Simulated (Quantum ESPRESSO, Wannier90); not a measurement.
**Wannier functions of Cu₃Pd (Cu3Au type)**

```xyz
4
Lattice="3.6719 0.0000 0.0000 0.0000 3.6719 0.0000 0.0000 0.0000 3.6719" Properties=species:S:1:pos:R:3 pbc="T T T"
Cu     0.0000     1.8360     1.8360
Cu     1.8360     0.0000     1.8360
Cu     1.8360     1.8360     0.0000
Pd     0.0000     0.0000     0.0000
```

Cell from Materials Project (mp-580357), symmetrised, no further relaxation. COD (Crystallography Open Database) has the formula in 3 space groups, this one among them (matched by group alone). Computed values, not measurements, from PBEsol: Quantum ESPRESSO (norm-conserving PseudoDojo potentials, cutoff 74 Ry, no spin polarisation, no spin-orbit coupling) on a Γ-centred 4×4×4 mesh, then Wannier90. Density: 12×12×12 mesh, cold smearing 0.01 Ry.

A tight-binding model is made by disentanglement and projection with no localisation steps (num_iter = 0), so the 36 orbitals stay atom-like: hydrogen-like Cu: s;p;d; Pd: s;p;d, axes along x, y, z; frozen window up to 1.50 eV relative to the Fermi level. It follows pw.x to 7.6 meV rms for states up to 1.0 eV relative to the Fermi level. Matrix elements depend on this choice of orbitals and windows. Bands 5–13 (Cu 3p 100 %) lie between the kept ones and are excluded.

### Question
Which pairs of orbitals on different sites are coupled most strongly? Give distance, modulus and how many such pairs a cell has.

### Answer
```csv
orbital,orbital,distance of the centres (Å),modulus (eV),pairs
Cu px,Cu py,2.60,2.83,4
Cu py,Cu pz,2.60,2.83,4
Cu px,Cu pz,2.60,2.83,4
Cu px,Pd s,2.60,2.20,8
Cu py,Pd s,2.60,2.20,8
Cu pz,Pd s,2.60,2.19,8
Cu pz,Cu s,2.60,1.99,8
Cu py,Cu s,2.60,1.99,8
Cu px,Cu s,2.60,1.99,8
Cu px,Cu py,2.60,1.89,4
Cu py,Cu pz,2.60,1.89,4
Cu px,Cu pz,2.60,1.89,4
Cu px,Pd px,2.60,1.58,8
Cu py,Pd py,2.60,1.57,8
Cu pz,Pd pz,2.60,1.57,8
Cu px,Pd py,2.60,1.57,4
Cu py,Pd px,2.60,1.56,4
Cu px,Pd pz,2.60,1.56,4
Cu py,Pd pz,2.60,1.56,4
Cu pz,Pd px,2.60,1.56,4
Cu pz,Pd py,2.60,1.56,4
Cu s,Pd s,2.60,1.47,12
Cu s,Cu s,2.60,1.45,12
Cu pz,Cu s,2.60,1.31,8
Cu py,Cu s,2.60,1.31,8
Cu px,Cu s,2.60,1.31,8
Cu s,Pd py,2.60,1.28,8
Cu s,Pd px,2.60,1.28,8
Cu s,Pd pz,2.60,1.28,8
Cu pz,Cu pz,2.60,1.17,12
```
